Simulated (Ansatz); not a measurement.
Eu3Ag (Pm-3m): majority and minority states

Geometry: a structure from the Materials Project; nothing is relaxed.

Functional, mesh and filling: LDA, 6×6×6 k mesh, Fermi–Dirac smearing of 0.08 eV. LAPW is all-electron LAPW in Ansatz 0.2.0. Site moments are integrated in spheres about the atoms.

The input and its command:

```yaml
crystal:
  lattice:
    - [5.103738, 0.0, 0.0]
    - [0.0, 5.103738, 0.0]
    - [0.0, 0.0, 5.103738]
  atoms:
    - { symbol: Eu, position: [0.0, 0.5, 0.5], spin: 7.1 }
    - { symbol: Eu, position: [0.5, 0.0, 0.5], spin: 7.1 }
    - { symbol: Eu, position: [0.5, 0.5, 0.0], spin: 7.1 }
    - { symbol: Ag, position: [0.0, 0.0, 0.0] }
magnetization:
  spin_polarized: true
kpoints:
  mp_grid: { grid: [6, 6, 6] }
scf:
  occupations: { method: fermi_dirac, width: 0.08 }
hamiltonian:
  xc: lda
  pseudopotentials: { kind: all_electron, lapw: { basis_error: 0.001 } }
output:
  forces: true
  stress: true
  eigenvalues: false
  populations: true
  dos: { projected: true, de: 0.1, e_range: [-8, 5] }
```

Command: `ansatz run input.yaml --threads 2 --pin off --max-ram 6144MiB --backend cpu --events-out ev --progress --plain --runs-dir out`

Density of states, smoothed by a Gaussian of 0.15 eV:

```tsv
E − E_F (eV)	majority (states/eV/cell)	minority (states/eV/cell)
-7.00	0.00	0.00
-6.75	0.00	0.00
-6.50	0.00	0.00
-6.25	0.00	0.00
-6.00	0.00	0.00
-5.75	0.00	0.00
-5.50	0.00	0.00
-5.25	0.00	0.00
-5.00	0.02	0.00
-4.75	0.22	0.02
-4.50	3.95	1.74
-4.25	12.27	11.80
-4.00	4.11	6.35
-3.75	0.56	0.48
-3.50	0.56	0.28
-3.25	0.81	0.39
-3.00	1.04	0.57
-2.75	0.53	0.91
-2.50	0.38	1.09
-2.25	1.02	0.36
-2.00	1.54	0.07
-1.75	0.74	0.21
-1.50	0.65	0.64
-1.25	1.79	1.51
-1.00	3.78	1.11
-0.75	22.28	0.52
-0.50	46.01	1.10
-0.25	16.34	1.65
0.00	3.73	1.22
0.25	3.76	2.09
0.50	3.77	2.52
0.75	2.68	2.70
1.00	1.82	2.33
1.25	1.88	3.64
1.50	3.54	2.64
1.75	2.83	2.07
2.00	1.30	2.05
2.25	0.52	3.37
2.50	1.02	3.53
2.75	1.83	1.17
3.00	2.55	1.49
3.25	3.63	3.80
3.50	3.45	8.20
```

**Question.** What spin moment does the cell carry?

**Answer.** 22.32 μB. Site moments (μB): Eu1 7.21, Eu2 7.21, Eu3 7.21, Ag4 0.14.

**Question.** How large is the spin polarisation of the states at the Fermi level?

**Answer.** (N↑ − N↓)/(N↑ + N↓) = +54 %, from 3.81 and 1.15 states/eV; these are averaged over the run's smearing, not the smoothing of the table, and they move with the mesh.

Löwdin populations of d and f shells (filled inner shells left out):

```
 shell    up  down
Eu1 5d  1.13  0.57
Eu1 4f  6.82  0.01
Eu2 5d  1.13  0.57
Eu2 4f  6.82  0.01
Eu3 5d  1.13  0.57
Eu3 4f  6.82  0.01
Ag4 4d  4.90  4.89
```

Without U a semilocal functional puts the f levels too near the Fermi level, which can change moments and the order of magnetic states; site and cell moments are spin moments. Spin–orbit coupling is left out although heavy atoms are present. With open f shells a run can end in a state that isn't the lowest. The magnetic state is the one that this cell and start allow. It needn't be the compound's measured order, which may need a larger cell or be absent.
